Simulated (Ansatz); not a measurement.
BaO:
```xyz
2
Lattice="0.0000 2.7170 2.7170 2.7170 0.0000 2.7170 2.7170 2.7170 0.0000" Properties=species:S:1:pos:R:3 pbc="T T T"
Ba     0.0000     0.0000     0.0000
O      2.7170     2.7170     2.7170
```

Relaxed with LDA.

Q: Give the optical modes at the zone centre with their infrared and Raman activity from DFPT, the program Ansatz at the LDA level (PAW).

A: Transverse frequencies, without the LO–TO term; a row sums one degenerate level.

| ω (cm⁻¹) | degeneracy | IR ((D/Å)²/amu) | Raman (Å⁴/amu) | activity | symmetry |
|---|---|---|---|---|---|
| 86 | 3 | 37.82 | 0 | IR | T1u |

Q: How high does the top mode go among those that the LO–TO term moves?

A: 405 cm⁻¹ for q along x.

Space group Fm-3m (rock salt). The LDA relaxation kept the symmetry of its start; phonons on a q-mesh show no instability. Spin–orbit coupling is left out wherever it is not named.

Potentials: the later of the program's two PAW sets.
